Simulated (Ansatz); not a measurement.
NaIn in space group Fd-3m (No. 227; In on 8a, Na on 8b) at seven volumes, the program Ansatz at the PBEsol level (PAW), scaled uniformly. One row is withheld.

```csv
V (Å³/atom),P (GPa)
22.234,3.12
22.967,1.90
23.700,0.87
24.433,0.00
25.166,?
25.899,-1.34
26.632,-1.86
```

**Question.** Fit the shown pressures and predict the withheld one.

**Answer.** Third-order Birch–Murnaghan: P = (3/2)B₀(x^(7/2) − x^(5/2))[1 + (3/4)(B′ − 4)(x − 1)] with x = (V₀/V)^(2/3). Least squares on the six rows gives V₀ = 24.436 Å³/atom, B₀ = 26.45 GPa, B′ = 4.71. At V = 25.166, x = 0.9806 and P = -0.73 GPa. The run itself gave -0.72 GPa.

The workflow started from an entry of the Crystallography Open Database (COD). Whether it is the stable phase at ambient conditions was not checked. Symmetry was held in the PBEsol relaxation; whether a distortion lowers the energy is not shown.

Potentials: the later of the program's two PAW sets.
